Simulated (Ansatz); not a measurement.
ZrMo (CsCl type), relaxed with PBE (Ansatz, a quantum-chemistry and plane-wave program, plane waves, PAW): a = b = c = 3.341 Å, α = β = γ = 90.00°.

```
Property              Result
--------------------  ------
ΔH_f (eV/atom)          0.07
B₀ by P(V) fit (GPa)     150
```

The same phase is relaxed and computed with PBEsol in the same code. What are the cell and these values now?

a = b = c = 3.2998 Å, α = β = γ = 90.00°.

- ΔH_f (eV/atom): 0.07
- B₀ by P(V) fit (GPa): 160

Typed or built starts, not in the databases checked: ZrMo, CsCl type. All cells were relaxed under the symmetry of their starts (and spin orders); stability against distortions was not tested throughout. Rows with no word on spin ran without spin polarisation. Spin–orbit coupling is left out wherever it is not named.

Potentials: the later of the program's two PAW sets.

Ansatz is a plane-wave DFT program.

Formation energies count from the lowest solids of the elements computed at the same level, not from gases.
